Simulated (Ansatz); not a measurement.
AlN:
```
AlN
1.0
    5.37242     0.00000     0.00000
    0.00000     5.37242     0.00000
    0.00000     0.00000     5.37242
Al N
6 6
Direct
  0.25000   0.00000   0.50000
  0.50000   0.25000   0.00000
  0.50000   0.75000   0.00000
  0.75000   0.00000   0.50000
  0.00000   0.50000   0.75000
  0.00000   0.50000   0.25000
  0.25000   0.50000   0.00000
  0.00000   0.25000   0.50000
  0.00000   0.75000   0.50000
  0.75000   0.50000   0.00000
  0.50000   0.00000   0.75000
  0.50000   0.00000   0.25000
```

Relaxed with PBE.

Which orbitals make up the states near the band edges in DFT-PBE in the program Ansatz with PAW potentials?

Top 1 eV of the valence band: N 2p 92 %, Al 3p 5 %. Bottom 1 eV of the conduction band: N 2s 31 %, Al 3s 30 %, Al 3p 17 %, N 2p 9 %, outside the projected shells 13 %. Projections are on Löwdin-orthogonalised atomic valence shells; empty p or d shells of many metals are not among them.

Tabulate the density of states.

States/eV per cell of 12 atoms, in 0.25 eV bins, energy from the valence-band maximum.

| E (eV) | total | N 2p | Al 3p | Al 3s |
|---|---|---|---|---|
| -7.85 | 0.00 | 0.00 | 0.00 | 0.00 |
| -7.60 | 0.00 | 0.00 | 0.00 | 0.00 |
| -7.35 | 0.00 | 0.00 | 0.00 | 0.00 |
| -7.10 | 0.00 | 0.00 | 0.00 | 0.00 |
| -6.85 | 0.00 | 0.00 | 0.00 | 0.00 |
| -6.60 | 0.00 | 0.00 | 0.00 | 0.00 |
| -6.35 | 0.00 | 0.00 | 0.00 | 0.00 |
| -6.10 | 0.00 | 0.00 | 0.00 | 0.00 |
| -5.85 | 5.35 | 3.72 | 0.58 | 0.97 |
| -5.60 | 3.16 | 2.18 | 0.35 | 0.55 |
| -5.35 | 2.38 | 1.63 | 0.25 | 0.40 |
| -5.10 | 2.34 | 1.56 | 0.34 | 0.32 |
| -4.85 | 2.83 | 1.85 | 0.45 | 0.38 |
| -4.60 | 8.32 | 5.39 | 1.20 | 1.42 |
| -4.35 | 7.13 | 4.62 | 1.18 | 1.02 |
| -4.10 | 4.23 | 2.82 | 0.75 | 0.49 |
| -3.85 | 6.64 | 4.46 | 1.38 | 0.53 |
| -3.60 | 5.27 | 3.57 | 1.04 | 0.41 |
| -3.35 | 4.11 | 2.84 | 0.78 | 0.28 |
| -3.10 | 5.48 | 3.90 | 0.92 | 0.34 |
| -2.85 | 5.35 | 3.84 | 1.06 | 0.23 |
| -2.60 | 6.80 | 5.01 | 1.35 | 0.25 |
| -2.35 | 6.60 | 5.03 | 1.12 | 0.24 |
| -2.10 | 7.85 | 6.13 | 1.18 | 0.24 |
| -1.85 | 6.78 | 5.45 | 0.91 | 0.24 |
| -1.60 | 7.51 | 6.24 | 0.88 | 0.23 |
| -1.35 | 13.98 | 12.09 | 1.38 | 0.24 |
| -1.10 | 15.77 | 14.06 | 1.20 | 0.15 |
| -0.85 | 6.13 | 5.59 | 0.32 | 0.02 |
| -0.60 | 2.15 | 1.96 | 0.11 | 0.01 |
| -0.35 | 3.55 | 3.26 | 0.16 | 0.01 |
| -0.10 | 4.29 | 4.02 | 0.17 | 0.00 |
| 0.15 | 0.00 | 0.00 | 0.00 | 0.00 |
| 0.40 | 0.00 | 0.00 | 0.00 | 0.00 |
| 0.65 | 0.00 | 0.00 | 0.00 | 0.00 |
| 0.90 | 0.00 | 0.00 | 0.00 | 0.00 |
| 1.15 | 0.00 | 0.00 | 0.00 | 0.00 |
| 1.40 | 0.00 | 0.00 | 0.00 | 0.00 |
| 1.65 | 0.00 | 0.00 | 0.00 | 0.00 |
| 1.90 | 0.00 | 0.00 | 0.00 | 0.00 |
| 2.15 | 0.00 | 0.00 | 0.00 | 0.00 |
| 2.40 | 0.00 | 0.00 | 0.00 | 0.00 |
| 2.65 | 0.00 | 0.00 | 0.00 | 0.00 |
| 2.90 | 0.09 | 0.00 | 0.01 | 0.04 |
| 3.15 | 0.18 | 0.01 | 0.02 | 0.06 |
| 3.40 | 0.28 | 0.03 | 0.05 | 0.08 |
| 3.65 | 0.40 | 0.05 | 0.10 | 0.09 |
| 3.90 | 0.56 | 0.08 | 0.18 | 0.09 |
| 4.15 | 0.93 | 0.14 | 0.37 | 0.10 |
| 4.40 | 3.65 | 0.44 | 1.87 | 0.27 |
| 4.65 | 3.93 | 0.49 | 2.07 | 0.25 |
| 4.90 | 2.58 | 0.37 | 1.37 | 0.14 |
| 5.15 | 1.86 | 0.32 | 0.98 | 0.08 |
| 5.40 | 1.17 | 0.22 | 0.62 | 0.04 |
| 5.65 | 1.42 | 0.25 | 0.74 | 0.07 |
| 5.90 | 3.86 | 0.40 | 1.74 | 0.61 |
| 6.15 | 3.96 | 0.29 | 1.77 | 0.76 |
| 6.40 | 6.99 | 0.45 | 3.48 | 1.12 |
| 6.65 | 5.23 | 0.52 | 2.47 | 0.87 |
| 6.90 | 5.93 | 0.62 | 2.87 | 0.93 |
| 7.15 | 5.04 | 0.42 | 2.59 | 0.75 |
| 7.40 | 2.54 | 0.23 | 1.47 | 0.30 |

Space group Pm-3n. The start of the workflow was typed in or built on a structure type; neither database checked (COD, Materials Project) lists it. It is not the phase usual at ambient conditions (space group No. 186, 216). Symmetry was held in the PBE relaxation; its stability against distortions is not shown here.

Potentials: the later of the program's two PAW sets.
